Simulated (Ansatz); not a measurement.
An ordered 8-atom cell of InGa3P4 on the zincblende lattice (Amm2), relaxed with r2SCAN. The symmetry is Amm2 (No. 38, orthorhombic); a = 3.933 Å, b = 7.878 Å, c = 11.152 Å in the conventional setting, 21.59 Å³ an atom. Ga is surrounded by 4 P at 2.38–2.41 Å; Ga is surrounded by 4 P at 2.34–2.41 Å; In is surrounded by 4 P at 2.49–2.51 Å; P is surrounded by 4 Ga at 2.41 Å; P is surrounded by 3 Ga at 2.38 Å and 1 In at 2.51 Å; P is surrounded by 2 Ga at 2.34 Å and 2 In at 2.49 Å.

```cif
data_structure
_symmetry_space_group_name_H-M 'P 1'
_symmetry_Int_Tables_number 1
_cell_length_a 3.9326
_cell_length_b 6.8270
_cell_length_c 6.8270
_cell_angle_alpha 70.474
_cell_angle_beta 90.000
_cell_angle_gamma 90.000
_cell_volume 172.75
loop_
_atom_site_label
_atom_site_type_symbol
_atom_site_fract_x
_atom_site_fract_y
_atom_site_fract_z
_atom_site_occupancy
Ga1 Ga 0.00000 0.99966 0.99966 1
Ga2 Ga 0.50000 0.99991 0.50032 1
Ga3 Ga 0.50000 0.50032 0.99991 1
In1 In 0.00000 0.49934 0.49934 1
P1 P 0.50000 0.12507 0.12507 1
P2 P 0.00000 0.10966 0.63005 1
P3 P 0.00000 0.63005 0.10966 1
P4 P 0.50000 0.63599 0.63599 1
```

The questions ask for values computed with Ansatz 0.2.0 on this geometry. Simulation only: non-magnetic, and no claim that this is the phase found in nature.

(1) What gap does PBE give, and where are the band edges?

(2) How does the gap change from PBE to PBE+SOC (6×4×4)?

(3) How does the gap change from PBE to r2SCAN (6×4×4)?

(4) What does HSE06 give for the gap (4×2×2 mesh)?

(5) Estimate the gap with PBE0 on 4×2×2.

(6) What do these levels agree on?

Answers

(1) With PBE the gap is 1.06 eV and direct, at Γ.

(2) With PBE+SOC the gap is 1.04 eV and direct, at Γ. The gap differs by -0.02 eV from PBE's.

(3) r2SCAN gives a direct gap of 1.48 eV at Γ. The gap differs by +0.42 eV from PBE's.

(4) The HSE06 gap is direct at Γ: 1.94 eV. The gap differs by +0.88 eV from PBE's.

(5) The PBE0 gap is direct at Γ: 2.61 eV. The gap differs by +1.55 eV from PBE's.

(6) r2SCAN covers 48 % of the step from PBE to HSE06. Spin-orbit coupling moves the least or the direct gap by up to 0.01 eV, so it can be left out where a tenth of an eV counts. All these functionals give a gap of the same kind, direct.

Only the levels marked +SOC include spin-orbit coupling.

The meshes of the hybrids are coarse, so their gaps aren't converged to the digits shown.
